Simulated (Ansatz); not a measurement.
Method: DFT PBE, scalar-relativistic, plane waves, PAW (Ansatz 0.2.0). All cells share a 420 eV cutoff and Γ-centred k meshes spaced at most about 0.3 Å⁻¹ (about 0.25 or finer for metals, 2π included). No spin polarisation in the final relaxations.

These are static total energies at zero pressure. All come from trial cells, and lower structures may exist.

**Question.** Which of these relaxed structures of PdPt2Se3 is the lowest in energy?
A.

```
Pd Pt Se
1.0
     3.71106    2.14258    2.73698
    -3.71106    2.14258    2.73698
     0.00000   -4.28516    2.73698
Pd Pt Se
1 2 3
Direct
  0.50000 0.50000 0.50000
  0.15969 0.15969 0.15969
  0.84031 0.84031 0.84031
  0.00000 0.50000 0.50000
  0.50000 0.00000 0.50000
  0.50000 0.50000 0.00000
```

B.

```
Pd Pt Se
1.0
     6.49649    0.00000    0.00000
    -3.24824    5.62612    0.00000
     0.00000    0.00000    3.58307
Pd Pt Se
1 2 3
Cartesian
  0.0000 0.0000 1.7915
  0.0000 3.7507 1.7915
  3.2482 1.8754 1.7915
  -1.6241 2.8131 0.0000
  3.2482 0.0000 0.0000
  1.6241 2.8131 0.0000
```

C.

```
Pd Pt Se
1.0
     3.74294    0.00000    0.00000
    -1.87147    3.24148    0.00000
     0.00000    0.00000    9.19053
Pd Pt Se
1 2 3
Direct
  0.00000 0.00000 0.00000
  0.33333 0.66667 0.67027
  0.66667 0.33333 0.32973
  0.33333 0.66667 0.17392
  0.66667 0.33333 0.82608
  0.00000 0.00000 0.50000
```

D.

```
Pd Pt Se
1.0
     5.09323    0.00000    0.00000
     0.00000    5.09323    0.00000
     0.00000    0.00000    7.08273
Pd Pt Se
1 2 3
Direct
  0.50000 0.50000 0.00000
  0.00000 0.50000 0.00000
  0.50000 0.00000 0.00000
  0.50000 0.50000 0.33350
  0.50000 0.50000 0.66650
  0.00000 0.00000 0.00000
```

**Answer.** C. It has Pd and Pt ordered on rock salt sites, space group P-3m1 (No. 164); the next, A, with space group R-3m (No. 166), lies 0.42 eV/atom higher. Counting Se atoms around Pd and Pt (those within 1.25 times the shortest such distance or 1.15 times the sum of covalent radii), the lowest has Pd 6, Pt 6 and the next has Pd 6, Pt 3.

Spin–orbit coupling, which can matter for Pt, is left out. Cells relaxed within their symmetry can be saddle points. Some types were kept out of the candidates beforehand, so the set may lack a known form.
